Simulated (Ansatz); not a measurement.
SnO2:
```
CELL_PARAMETERS angstrom
      4.72016     0.00000     0.00000
      0.00000     4.72016     0.00000
      0.00000     0.00000     3.18872
ATOMIC_POSITIONS crystal
  Sn 0.50000 0.50000 0.50000
  Sn 0.00000 0.00000 0.00000
  O  0.19393 0.80607 0.50000
  O  0.80607 0.19393 0.50000
  O  0.69393 0.69393 0.00000
  O  0.30607 0.30607 0.00000
```

Relaxed with LDA.

Problem. Decompose the optical modes at the zone centre into irreducible representations, and say which are infrared and Raman allowed.

Solution. Point group 4/mmm: Γ_opt = A1g + A2g + A2u + B1g + 2B1u + B2g + Eg + 3Eu. Infrared: A2u, Eu. Raman: A1g, B1g, B2g, Eg.

Problem. Assign frequencies (DFPT, DFT-LDA in the program Ansatz with PAW potentials; without the LO–TO term).

Solution. B1g 104, B1u 146, Eu 224, Eu 280, A2g 349, A2u 459, Eg 466, B1u 558, Eu 595, A1g 626, B2g 755 cm⁻¹.

Subscripts of B labels follow the axes of the standard setting.

Space group P4_2/mnm (rutile). Symmetry was held in the LDA relaxation; phonons on a q-mesh show no instability. Scalar-relativistic: spin–orbit coupling is off unless named, which matters more the heavier the elements.

Potentials: the earlier of the program's two PAW sets.
